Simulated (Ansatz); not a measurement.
# CaHN: how the free axis answers a strain

CaHN, I4mm, a = 3.522 Å, c = 5.658 Å. The structure is a Materials Project entry; whether it is the stable form wasn't checked. Ansatz: r2SCAN, PAW, 500 eV, Γ-centred 6×6×4 mesh on 6 atoms, Gaussian smearing 0.02 eV; no spin polarisation. Series: uniaxial strain along a, with b, c and atoms relaxed; x is the strain in per cent. y is the change of c in per cent of 5.658 Å.

```
x (%) y (%)
 -4.5      ?
 -3.0   0.36
 -1.5   0.17
  0.0   0.00
  1.5  -0.21
  3.0  -0.41
  4.5  -0.62
```

Q: Fit y = c1 x + c2 x² to the other rows, say what c1 measures, and predict the missing y.

A: Least squares on the rows shown. y = −0.1271 x − 0.002601 x². So −c1 = 0.127 is Poisson's ratio for this pair of axes. At x = -4.5 the fit asked for gives 0.52 %. The run gave 0.53 %, so the fit is 0.01 % too low, within twice the rms miss on the fitted rows (0.010 %).